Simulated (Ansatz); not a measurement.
NaLiCl2 as one 4-atom ordering (R-3m) on the rocksalt lattice, relaxed with r2SCAN: 9 runs in the PAW code Ansatz, each a construction of maximally localised Wannier functions. The symmetry is R-3m (No. 166, trigonal); conventional cell a = 3.783 Å, c = 18.743 Å, 19.36 Å³ an atom. Li has 6 Cl at 2.61 Å; Na has 6 Cl at 2.76 Å; Cl has 3 Li at 2.61 Å and 3 Na at 2.76 Å. The calculation is spin-unpolarised, and the structure need not be a phase that has been made.

```
CELL_PARAMETERS angstrom
1.89160 1.09211 6.24764
-1.89160 1.09211 6.24764
0.00000 -2.18423 6.24764
ATOMIC_POSITIONS crystal
Li 0.00000 0.00000 0.00000
Na 0.50000 0.50000 0.50000
Cl 0.25669 0.25669 0.25669
Cl 0.74331 0.74331 0.74331
```

Windows count from the top of the filled bands; a dash means that no such window was set (without an outer window there is no disentanglement). Rows marked drawn have settings drawn at random (some not listed).

| functional | SCF mesh | trial orbitals | functions | mesh | window (eV) | frozen (eV) | settings | Ω total (Å²) | Ω invariant (Å²) | largest spread (Å²) | least projectability | interpolation miss of the model's filled bands (eV, to the nearest computed level) |
| --- | --- | --- | --- | --- | --- | --- | --- | --- | --- | --- | --- | --- |
| PBE | 6×6×6 | Cl s, Cl p | 8 | 6×6×6 | – | – | chosen | 8.12 | 6.60 | 1.02 | 0.98 | 0.004 |
| PBE | 6×6×6 | Cl s, Cl p | 8 | 4×4×4 | – | – | chosen | 7.89 | 6.39 | 1.00 | 0.98 | 0.027 |
| PBE | 6×6×6 | Cl s, Cl p | 8 | 8×8×8 | – | – | chosen | 8.20 | 6.67 | 1.03 | 0.98 | 0.001 |
| PBE | 6×6×6 | Cl p | 6 | 6×6×6 | – | – | chosen | 8.10 | 8.08 | 1.36 | 0.96 | 0.004 |
| r2SCAN | 6×6×6 | Cl s, Cl p | 8 | 6×6×6 | – | – | chosen | 7.98 | 6.45 | 1.01 | 0.98 | 0.003 |
| r2SCAN | 6×6×6 | Cl p | 6 | 6×6×6 | – | – | chosen | 7.96 | 7.94 | 1.34 | 0.97 | 0.003 |
| HSE06 | 6×6×6 | Cl s, Cl p | 8 | 6×6×6 | – | – | chosen | 7.96 | 6.43 | 1.00 | 0.98 | – |
| HSE06 | 6×6×6 | Cl p | 6 | 6×6×6 | – | – | chosen | 7.94 | 7.92 | 1.34 | 0.97 | – |
| PBE | 6×6×6 | Cl p | 6 | 4×4×4 | – | – | drawn | 7.84 | 7.80 | 1.34 | 0.96 | 0.029 |

For Cl s, Cl p with PBE the spread goes 7.89 Å² (4×4×4), 8.12 Å² (6×6×6), 8.20 Å² (8×8×8): finite differences on a coarse mesh understate it.
